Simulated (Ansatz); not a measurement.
Relaxed NiSi$_{2}$ (fluorite type, space group Fm-3m):

```xyz
3
Lattice="0.0000 2.7220 2.7220 2.7220 0.0000 2.7220 2.7220 2.7220 0.0000" Properties=species:S:1:pos:R:3 pbc="T T T"
Ni     0.0000     0.0000     0.0000
Si     1.3610     1.3610     1.3610
Si     4.0830     4.0830     4.0830
```

In each cell atom 2 (Si, nearest neighbour Ni at 2.357 Å; its periodic images, 3.8 Å or more away, move with it) moves by s·(-0.577, -0.577, -0.577) (towards the nearest neighbour), the rest being held.

Computed with PBE (plane waves to 420 eV, PAW, scalar-relativistic; Ansatz, a first-principles code). k mesh 12×12×12 (Γ-centred), Fermi-Dirac smearing 0.05 eV. E stands for the smeared free energy. With partly filled bands, energies and forces of such displacements shift with the k mesh and the smearing. NiSi2 is run without spin polarisation. NiSi2 was relaxed with its symmetry unable to fall. The PAW data are Ansatz's earlier set. The zero of ΔE is the undisplaced structure. The last digit holds for this mesh only.

```tsv
s (Å)	ΔE (meV/cell)
-0.240	withheld
-0.192	118.4
-0.144	68.3
-0.096	31.1
-0.048	8.0
0.000	0.0
0.048	8.6
0.096	36.2
0.144	85.6
0.192	159.9
0.240	262.9
```

### Question
Fit a polynomial form (powers 2, 3, 4) to the given rows and predict ΔE at s = -0.240.

### Answer
Least squares on the 10 given rows: ΔE = (3621)·s² + (2926)·s³ + (4192)·s⁴, in meV/cell with s in Å; root-mean-square residual 0.07 meV/cell. At -0.240 the fit gives 182.0 meV/cell; the calculation gives 179.8 meV/cell, so the extrapolation is off by 2.2 (+1.2 %). The quadratic term alone would give 208.6 meV/cell.

(For displaced atoms, the force is minus the slope of the energy, and its curvature is a force constant, which sets phonon frequencies.)
